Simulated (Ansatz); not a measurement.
B4C:
```
CELL_PARAMETERS angstrom
      2.81619     1.62593     4.02535
     -2.81619     1.62593     4.02535
      0.00000    -3.25185     4.02535
ATOMIC_POSITIONS crystal
  B  0.30846 0.80643 0.80643
  B  0.69154 0.19357 0.19357
  B  0.80643 0.30846 0.80643
  B  0.19357 0.69154 0.19357
  B  0.80643 0.80643 0.30846
  B  0.19357 0.19357 0.69154
  B  0.67024 0.99407 0.99407
  B  0.32976 0.00593 0.00593
  B  0.99407 0.67024 0.99407
  B  0.00593 0.32976 0.00593
  B  0.99407 0.99407 0.67024
  B  0.00593 0.00593 0.32976
  C  0.60976 0.60976 0.60976
  C  0.39024 0.39024 0.39024
  C  0.50000 0.50000 0.50000
```

Relaxed with r²SCAN. Independent-particle spectrum: no excitons, no local fields, no scissors shift; 0.1 eV broadening; ε₁ of the summed bands alone.

Task: Tabulate the dielectric function from r²SCAN (plane waves, PAW; program Ansatz).

Result: 

| E (eV) | ε₁ xx | ε₂ xx | ε₁ zz | ε₂ zz |
|---|---|---|---|---|
| 0.0 | 7.52 | 0.00 | 9.53 | 0.00 |
| 0.5 | 7.58 | 0.00 | 9.62 | 0.00 |
| 1.0 | 7.76 | 0.00 | 9.89 | 0.00 |
| 1.5 | 8.14 | 0.00 | 10.45 | 0.00 |
| 2.0 | 9.03 | 0.22 | 11.57 | 0.17 |
| 2.5 | 9.81 | 0.96 | 13.54 | 0.84 |
| 3.0 | 9.75 | 4.86 | 14.66 | 5.72 |
| 3.5 | 8.96 | 4.24 | 13.70 | 6.55 |
| 4.0 | 7.55 | 4.30 | 8.26 | 10.75 |
| 4.5 | 5.30 | 5.32 | 7.60 | 8.68 |
| 5.0 | 7.14 | 2.69 | 10.22 | 9.01 |
| 5.5 | 8.49 | 2.91 | 5.82 | 8.80 |
| 6.0 | 8.05 | 5.87 | 8.93 | 10.86 |
| 6.5 | 8.90 | 6.39 | 1.45 | 15.37 |
| 7.0 | 7.58 | 9.68 | 1.43 | 9.95 |
| 7.5 | 4.62 | 10.82 | -0.41 | 10.52 |
| 8.0 | 2.14 | 9.09 | -1.82 | 8.52 |
| 8.5 | 1.75 | 7.28 | -1.75 | 6.98 |
| 9.0 | 2.33 | 7.00 | -1.50 | 5.84 |
| 9.5 | 2.17 | 8.38 | -0.94 | 4.67 |
| 10.0 | -0.07 | 7.60 | -0.40 | 5.13 |
| 10.5 | 0.99 | 7.44 | -0.76 | 5.79 |
| 11.0 | -0.84 | 8.92 | -1.56 | 5.68 |
| 11.5 | -2.61 | 7.14 | -2.51 | 4.36 |
| 12.0 | -3.21 | 5.99 | -2.12 | 3.98 |

Task: From ε at 2.4 eV (xx: 9.58 + 0.97i), find n, k, the normal reflectivity and the absorption coefficient.

Result: n = 3.10, k = 0.156, R = 26 %, α = 2kE/ħc = 38000 cm⁻¹.

With all bands, ε∞ without local fields is 7.60 (xx = yy), 9.61 (zz). DFPT, with local fields, gives 7.30 (xx = yy), 8.91 (zz).

Space group R-3m. The workflow started from a Materials Project entry (that database holds measured and hypothetical structures alike); the Crystallography Open Database copy checked does not list it. Whether it is the stable phase at ambient conditions was not checked. The r²SCAN relaxation kept the symmetry of its start; its stability against distortions is not shown here.

Potentials: the later of the program's two PAW sets.
